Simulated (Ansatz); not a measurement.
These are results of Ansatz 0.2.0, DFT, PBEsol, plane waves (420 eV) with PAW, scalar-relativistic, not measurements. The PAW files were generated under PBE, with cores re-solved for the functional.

An element in the dhcp structure gives this curve. The cell is scaled uniformly from the relaxed one, with fractional coordinates and shape fixed. Energies are extrapolated to zero smearing, pressures are those at the given smearing. Magnetic state: spin not included.

| V (Å³/atom) | E − E₀ (meV/atom) | P (GPa) |
| --- | --- | --- |
| 9.964 | 109.8 | 29.43 |
| 10.417 | 44.7 | 17.20 |
| 10.869 | 10.2 | 7.59 |
| 11.322 | 0.0 | 0.02 |
| 11.775 | 8.8 | -5.94 |
| 12.228 | 32.5 | -10.61 |
| 12.681 | 67.9 | -14.26 |

Q: Which element is it?
A. copper
B. nickel
C. ruthenium
D. cobalt

A: A. Its fit is V₀ = 11.32 Å³/atom, B₀ = 167 GPa, B₀′ = 5.0.
